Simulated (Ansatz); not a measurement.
Here is the system:

Bi2Se3 (Bi2Te3 type, space group R-3m)

```
Bi2Se3
1.0
    2.07230     1.19644     9.75526
   -2.07230     1.19644     9.75526
    0.00000    -2.39289     9.75526
Bi Se
2 3
Direct
  0.39938   0.39938   0.39938
  0.60062   0.60062   0.60062
  0.00000   0.00000   0.00000
  0.21420   0.21420   0.21420
  0.78580   0.78580   0.78580
```

This relaxed cell (volume V₀) is scaled evenly in all directions, its shape held. The atoms relax within the cell's symmetry.

Calculation: r2SCAN+rVV10 (plane waves to 500 eV, PAW, scalar-relativistic; Ansatz, a first-principles code). k mesh 9×9×9 (Γ-centred), Fermi-Dirac smearing 0.05 eV. Energies are smeared free energies. Stress and pressure are positive under compression. With the shape held, the modulus is that of even scaling; a crystal free to change shape is softer. Bi2Se3 was relaxed with its symmetry unable to fall. Spin-orbit coupling is left out, though Bi is heavy. The zero of ΔE is the relaxed starting cell.

The scan covers V/V₀ from 0.840 to 1.160 in 11 points.

What is the fitted pressure derivative B₀′?

6.4.

What bulk modulus at fixed cell shape B₀ follows from a third-order Birch-Murnaghan fit?

37.1 GPa.

(A scan under strain: stresses follow from slopes of the energy per volume, elastic moduli from its curvatures.)
